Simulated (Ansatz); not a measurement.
**WS₂: a prediction, then the measurements**

All numbers below come from DFT PBE+D3(BJ), scalar-relativistic, plane waves, PAW in Ansatz 0.2.0.

Settings: cutoff 420 eV, Γ-centred mesh 12×12×4 on the computed 6-atom cell, Gaussian smearing of 0.02 eV; no spin polarisation.

Relaxed structure, symmetry kept:

```cif
data_structure
_symmetry_space_group_name_H-M 'P6_3/mmc'
_symmetry_Int_Tables_number 194
_cell_length_a 3.1538
_cell_length_b 3.1538
_cell_length_c 12.1433
_cell_angle_alpha 90.000
_cell_angle_beta 90.000
_cell_angle_gamma 120.000
_cell_volume 104.60
loop_
_atom_site_label
_atom_site_type_symbol
_atom_site_symmetry_multiplicity
_atom_site_Wyckoff_symbol
_atom_site_fract_x
_atom_site_fract_y
_atom_site_fract_z
_atom_site_occupancy
W1 W 2 c 0.33333 0.66667 0.25000 1
S1 S 4 f 0.33333 0.66667 0.62031 1
```

| Property | Result |
| --- | --- |
| Space group | P6_3/mmc (No. 194) |
| Volume per atom | 17.43 Å³ |
| Kohn–Sham band gap | 0.88 eV, indirect from Γ to (0.174, 0.174, 0.000) |
| Löwdin character of the top 1 eV of the valence band | W 5d 64 %, S 3p 31 % |
| Löwdin character of the lowest 1 eV of the conduction band | W 5d 61 %, S 3p 31 %, unprojected 5 % |
| Electron masses at the edge by Cartesian direction of the standard setting (m_e; degenerate bands sorted by energy; no spin-orbit coupling) | x: 0.53; y: 0.52; z: 0.45 |
| Hole masses at the edge by Cartesian direction of the standard setting (m_e; degenerate bands sorted by energy; no spin-orbit coupling) | x: 0.55; y: 0.55; z: 0.88 |
| Electronic dielectric constant xx, yy, zz of the standard setting (independent particles) | 14.8, 14.8, 9.7 |
| Bader charges (e) | W (2 in the cell) 1.36, S (4 in the cell) -0.68 |

Spin-orbit coupling is left out, which matters for the bands of heavy elements.

**Experimental background.**

From “Random anion distribution in MSxSe2−x (M = Mo, W) crystals and nanosheets”, 2018, pmc:9078701, for a bulk crystal of WS2: lattice constant a 3.1532 ± 0.0004 Å; lattice constant c 12.323 ± 0.005 Å.

A measured lattice constant a of WS2 is 3.1532 Å (quoted in the paper above); the calculated 3.154 Å misses it by 0.0 %. A measured lattice constant c of WS2 is 12.323 Å (quoted in the paper above); the calculated 12.143 Å misses it by -1.5 %. 2 values of this kind are on record (12.32 to 12.323 Å); this one was drawn at random among those near their median, those with a stated uncertainty first. The calculation is for 0 K without zero-point motion.